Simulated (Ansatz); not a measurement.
# Cr2O3: checking a database structure before trusting its electric field gradients

The cell is a structure deposited in the COD.

```cif
data_Cr2O3
_symmetry_space_group_name_H-M 'R-3c:H'
_symmetry_Int_Tables_number 167
_cell_length_a 4.9570
_cell_length_b 4.9570
_cell_length_c 13.5923
_cell_angle_alpha 90.000
_cell_angle_beta 90.000
_cell_angle_gamma 120.000
loop_
_atom_site_label
_atom_site_type_symbol
_atom_site_symmetry_multiplicity
_atom_site_Wyckoff_symbol
_atom_site_fract_x
_atom_site_fract_y
_atom_site_fract_z
Cr Cr 12 c 0.0000 0.0000 0.8475
O O 18 e 0.9725 0.3333 0.0833
```

One atom of each set is listed; the run and its k-mesh use a cell of 10 atoms with edges of 5.36, 5.36, 5.36 Å.

The numbers come from a DFT calculation in Ansatz (PBE, plane waves and PAW, scalar-relativistic, collinear spin, 420 eV cutoff, Γ-centred 6×6×6 k-points, Fermi–Dirac smearing 0.02 eV). Start moments as typed (μB): 3 on each Cr, none on the rest.

(1) Do the atoms and the cell lie near the calculated equilibrium?

## Answers

(1) Not quite. The largest force is 0.64 eV/Å, on atom 1 (Cr: 6 O at 1.96–2.01 Å), and the pressure is 7.4 GPa. Relaxing the atoms is still advisable, since electric field gradients respond to shifts of a few hundredths of an ångström.
